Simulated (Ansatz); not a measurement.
This Sc3BN2 structure is the end of a relaxation. The cell was found from a structure generator's guess, not taken from experiment.

Computed with DFT PBE, scalar-relativistic, plane waves, PAW (Ansatz 0.2.0). Cutoff 420 eV, Γ-centred mesh, Gaussian smearing, no spin polarisation.

```xyz
6
Lattice="4.8470 0.0000 0.0000 0.0000 4.8470 0.0000 0.0000 0.0000 4.2743" Properties=species:S:1:pos:R:3 pbc="T T T"
Sc    2.4235    0.0000    2.1372
Sc    0.0000    2.4235    2.1372
Sc    0.0000    0.0000    0.0000
B     0.0000    0.0000    2.1372
N     2.4235    0.0000    0.0000
N     0.0000    2.4235    0.0000
```

The zero of energy is the elements' standard structures at the same level (N₂ as a molecule); no fitted shifts are applied.

Problem. Find its symmetry and describe it.

Solution. P4/mmm (No. 123). Conventional cell: a = 4.847 Å, c = 4.274 Å. Sc on a site of symmetry mmm is surrounded by 2 N at 2.14 Å and 2 B at 2.42 Å; Sc on a site of symmetry 4/mmm is surrounded by 2 B at 2.14 Å and 4 N at 2.42 Å; B is surrounded by 2 Sc at 2.14 Å and 4 Sc at 2.42 Å; N is surrounded by 2 Sc at 2.14 Å and 2 Sc at 2.42 Å.

Problem. How far does it lie from the elements in energy?

Solution. −0.24 eV/atom.

Problem. Is it a metal?

Solution. Yes, bands cross the Fermi level on the 8×8×10 mesh.

The last run used an 8×8×10 mesh (in the run's order of axes) for its 6-atom cell and Gaussian smearing of 0.10 eV. Symmetry constrained the relaxation, so the result can be a saddle point. Another cell of Sc3BN2 relaxed alike, in P6/mmm, lies 291 meV/atom lower, so this cell isn't the stable form at this level.
